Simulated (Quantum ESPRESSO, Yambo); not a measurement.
**Levels of theory for the gap of PtS2 monolayer**

A free-standing PtS2 monolayer (symmetry P-3m1, slab cell 15.5 Å high): one geometry, one set of PBEsol (pw.x of Quantum ESPRESSO, ONCV potentials, no spin-orbit coupling) orbitals, self-energies from Yambo (6×6×1 Γ-centred k mesh, bands 5 to 155 and a 8 Ry block in the screening, 155 bands in G with the Bruneval-Gonze terminator, plasmon pole fitted at 27.2 eV, slab-truncated Coulomb interaction, stochastic integration of W near q = 0).

The layer was cut from Materials Project entry mp-762 and relaxed with PBEsol in a cell 15.5 Å high, with the Coulomb interaction truncated along z.

```csv
level,"gap (0.167, 0.167) → (0, 0.167) (eV)","direct gap at (0, 0.167) (eV)",rough Yambo cost
PBEsol (Quantum ESPRESSO),2.06,2.09,–
exchange only (Hartree-Fock self-energy on PBEsol orbitals),8.10,8.52,about 1/10 (10 states)
"G0W0@PBEsol, plasmon pole",3.31,3.25,1 (10 states)
```

Bare exchange has no screening and gives the widest gap. Among the k points computed, the smallest G0W0 gap is 3.25 eV, (0, 0.167) → (0, 0.167). The mesh misses a band edge: along a dense path the PBEsol gap is 1.78 eV against 2.06 eV on the mesh. All rows use the PBEsol edge points; in the exchange only run other k points give a smaller gap, 7.88 eV.

Costs are rough ratios of core time on shared machines.

Nearest settings tried, and what they do to the gap: 99 bands in G: +4 meV; 99 bands in W, 99 bands in G: +8 meV; 3 Ry block (107 vectors against 405): -128 meV. Not varied: mesh, cell height. So the settings aren't converged at that level.

Without spin-orbit coupling, band edges of such heavy elements can be off by tenths of an eV.
